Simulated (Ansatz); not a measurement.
Ansatz (a quantum-chemistry and plane-wave program) input:

Ansatz 0.2 input:
```yaml
crystal:
  lattice:
    - [0.0, 2.9693407459, 2.9693407459]
    - [2.9693407459, 0.0, 2.9693407459]
    - [2.9693407459, 2.9693407459, 0.0]
  atoms:
    - { symbol: Cu, position: [0.75, 0.75, 0.75] }
    - { symbol: I, position: [0.0, 0.0, 0.0] }
kpoints:
  mp_grid: { grid: [7, 7, 7] }
basis: { xc_grid: 2 }
hamiltonian:
  xc: pbesol
  pseudopotentials: { azcp: { folder: ./paw }, kind: paw }
scf:
  occupations: { method: fixed }
output:
  optics: { e_range: [0.0, 15.0], de: 0.05, sigma: 0.1, bands: { spectra_wanted_up_to: 12 eV } }
```

Output (shortened):

```
output.optics: the spectra are integrated over the Brillouin zone by k·p interpolation around the k-points, where levels, occupations, output.optics.sigma and …
Pseudopotential: Cu, paw, valence charge 19
Pseudopotential: I, paw, valence charge 17
Functional definition: PBEsol
Crystal: 2 atoms, lattice volume = 52.361 Å³
Basis set: ecut = 420 eV, 965 PW (Γ), exchange–correlation on 60×60×60 points (8 copies of the dense FFT grid, shifted against one another)
Bands: 22, of which v1, the nominal top of the filled ones, is band 18 counted from 1 (17 counted from 0)
Symmetry: 24 space group operations
Space group: F-43m (ITA 216), of the structure as read, at distance tolerance 3.7e-5 Å
k-points: 20 of 343 (time reversal used)
SCF iter   1: F=—  HF=-14022.304686 eV  |F-HF|=—  |Δ(HF+E_count)|=         —  Δρ=8.05e-2  dr2=3.47e0  ethr=3.10e-3  ⟨swp⟩=4.8  Hψ=1690  notcnv=0  defer=34
preconditioner: auto → none
SCF iter   2: F=—  HF=-14022.524520 eV  |F-HF|=—  |Δ(HF+E_count)|=   2.20e-1  Δρ=1.54e-1  dr2=7.57e0  ethr=3.10e-3  ⟨swp⟩=4.0  Hψ=1179  notcnv=0  defer=32  recentre
SCF iter   3: F=—  HF=-14021.478200 eV  |F-HF|=—  |Δ(HF+E_count)|=    1.05e0  Δρ=3.25e-2  dr2=5.27e-1  ethr=3.10e-3  ⟨swp⟩=3.0  Hψ=1077  notcnv=0  defer=35
SCF iter   4: F=—  HF=-14021.371872 eV  |F-HF|=—  |Δ(HF+E_count)|=   1.06e-1  Δρ=8.82e-3  dr2=1.78e-2  ethr=1.46e-3  ⟨swp⟩=2.5  Hψ=758  notcnv=0  defer=36
SCF iter   5: F=—  HF=-14021.396342 eV  |F-HF|=—  |Δ(HF+E_count)|=   2.45e-2  Δρ=6.00e-3  dr2=1.53e-2  ethr=4.94e-5  ⟨swp⟩=2.5  Hψ=790  notcnv=0  defer=36
SCF iter   6: F=—  HF=-14021.393020 eV  |F-HF|=—  |Δ(HF+E_count)|=   3.32e-3  Δρ=3.50e-4  dr2=8.38e-5  ethr=4.24e-5  ⟨swp⟩=2.0  Hψ=587  notcnv=0  defer=36
SCF iter   7: F=—  HF=-14021.393037 eV  |F-HF|=—  |Δ(HF+E_count)|=   1.73e-5  Δρ=1.29e-4  dr2=1.26e-5  ethr=2.33e-7  ⟨swp⟩=2.0  Hψ=627  notcnv=0  defer=36
SCF iter   8: F=—  HF=-14021.393035 eV  |F-HF|=—  |Δ(HF+E_count)|=   2.43e-6  Δρ=2.07e-5  dr2=3.12e-7  ethr=3.49e-8  ⟨swp⟩=2.0  Hψ=582  notcnv=0  defer=36
SCF iter  12: F=-14021.393033 eV  HF=-14021.393033 eV  |F-HF|=9.09e-12  |Δ(HF+E_count)|=  1.82e-12  Δρ=2.10e-8  dr2=8.91e-14  ethr=1.00e-12  ⟨swp⟩=6.9  Hψ=1832  notcnv=0
SCF 1 converged in 12 iterations: F = -14021.393033 eV  dr2 = 8.91e-14
NSCF: frozen V_eff on 20 k-points
Optics k sum: 0 of 20 k-points
Optics k sum: 1 of 20 k-points
Optics k sum: 2 of 20 k-points
Optics k sum: 3 of 20 k-points
Optics k sum: 4 of 20 k-points
Optics k sum: 5 of 20 k-points
Optics k sum: 6 of 20 k-points
Optics k sum: 7 of 20 k-points
Optics k sum: 8 of 20 k-points
Optics k sum: 9 of 20 k-points
Optics k sum: 10 of 20 k-points
Optics k sum: 11 of 20 k-points
Optics k sum: 12 of 20 k-points
Optics k sum: 13 of 20 k-points
Optics k sum: 14 of 20 k-points
Optics k sum: 15 of 20 k-points
Optics k sum: 16 of 20 k-points
Optics k sum: 17 of 20 k-points
Optics k sum: 18 of 20 k-points
Optics k sum: 19 of 20 k-points
Optics k sum: 20 of 20 k-points
Optics k sum: 0 of 20 k-points
Optics k sum: 1 of 20 k-points
Optics k sum: 2 of 20 k-points
Optics k sum: 3 of 20 k-points
Optics k sum: 4 of 20 k-points
Optics k sum: 5 of 20 k-points
Optics k sum: 6 of 20 k-points
Optics k sum: 7 of 20 k-points
Optics k sum: 8 of 20 k-points
Optics k sum: 9 of 20 k-points
Optics k sum: 10 of 20 k-points
Optics k sum: 11 of 20 k-points
Optics k sum: 12 of 20 k-points
Optics k sum: 13 of 20 k-points
Optics k sum: 14 of 20 k-points
Optics k sum: 15 of 20 k-points
Optics k sum: 16 of 20 k-points
Optics k sum: 17 of 20 k-points
Optics k sum: 18 of 20 k-points
Optics k sum: 19 of 20 k-points
Optics k sum: 20 of 20 k-points
NSCF: frozen V_eff on 1 k-points
NSCF: frozen V_eff on 1 k-points
NSCF: frozen V_eff on 1 k-points
NSCF: frozen V_eff on 1 k-points
output.optics: what the bands over the 34 summed would add to eps1, eps2 and the energy-loss function is held between a lower and an upper bound (8 Lanczos …
SCF converged after 12 iterations
Free energy (F): -14021.393033 eV
Harris-Foulkes:  -14021.393033 eV  (|F-HF|=9.09e-12)
Internal energy: -14021.393033 eV  (E = F + TS)
E sigma→0 (E₀):  -14021.393033 eV
Fermi energy:    8.912500 eV
--- Per-component energies (eV) ---
  E_band       = -846.554359
  E_kinetic    = 421.382161
  E_local      = -8108.723314  (includes V_loc(G=0)·N_el)
  E_nonlocal   = 1020.950853
  E_hartree    = 3550.643405
  E_xc         = -174.304891
  E_vxc        = -197.932094  (∫ρ·V_xc dr)
  E_paw        = -6490.865446  (= ΣΔE_a)
  E_vpaw       = -1083.517413  (= ΣTr[D̂ρ^β])
  E_aug_tail   = -0.001393  (compensation charges beyond the density's cutoff)
  E_ewald      = -4241.092746
  E_core_change = 0.618339  (= ΣΔE_core)
  E_smearing   =  0.000000  (= −TS)
  E_closure    = 0.000000  (closes the sum)
  Σ components = -14021.393033   (vs F -14021.393033, Δ=0.00e0)
  [band-id]    e_kinetic+e_local+e_nonlocal+2·e_hartree+e_vxc+e_vpaw+e_augmentation_tail = -846.554389   (vs E_band -846.554359, Δ=-3.02e-5)
--- Band table (eV; the first three rows and the last of 20) ---
  k-point 0: bands = ["-102.5339", "-60.0962", "-60.0962", "-60.0962", "-36.9207", "-36.9207", "-36.9207", "-36.9139", "-36.9139", "-5.4788", "4.9612", "4.9612", "4.9612", "6.7713", "6.7713", "8.9125", "8.9125", "8.9125", "10.0851", "13.6839", "13.6839", "13.6839"]
  k-point 1: bands = ["-102.5339", "-60.0962", "-60.0962", "-60.0962", "-36.9207", "-36.9206", "-36.9206", "-36.9139", "-36.9139", "-5.3705", "4.5695", "4.9719", "4.9719", "6.7623", "6.7623", "8.0707", "8.7390", "8.7390", "10.9222", "13.6513", "13.9832", "13.9832"]
  k-point 2: bands = ["-102.5339", "-60.0962", "-60.0962", "-60.0962", "-36.9206", "-36.9204", "-36.9204", "-36.9139", "-36.9139", "-5.1059", "3.6891", "4.9904", "4.9904", "6.7635", "6.7635", "7.2782", "8.3926", "8.3926", "11.1784", "14.3212", "14.3212", "14.8554"]
  k-point 19: bands = ["-102.5340", "-60.0963", "-60.0962", "-60.0962", "-36.9206", "-36.9203", "-36.9199", "-36.9139", "-36.9136", "-4.6220", "3.4118", "4.0181", "4.8537", "6.6424", "6.7624", "6.9172", "7.0803", "7.4827", "12.7465", "13.8635", "15.1356", "15.8155"]
```

Cost: roughly 14 core-seconds on shared cores.

Symmetry was held in the PBEsol relaxation. No spin polarisation was allowed. Scalar-relativistic: spin–orbit coupling is off unless named, which matters more the heavier the elements.

Potentials: the earlier of the program's two PAW sets. The files were generated under PBE; for other functionals the program regenerates the frozen cores, and for LDA and PBEsol the local potential too.

Ansatz is a plane-wave DFT program.
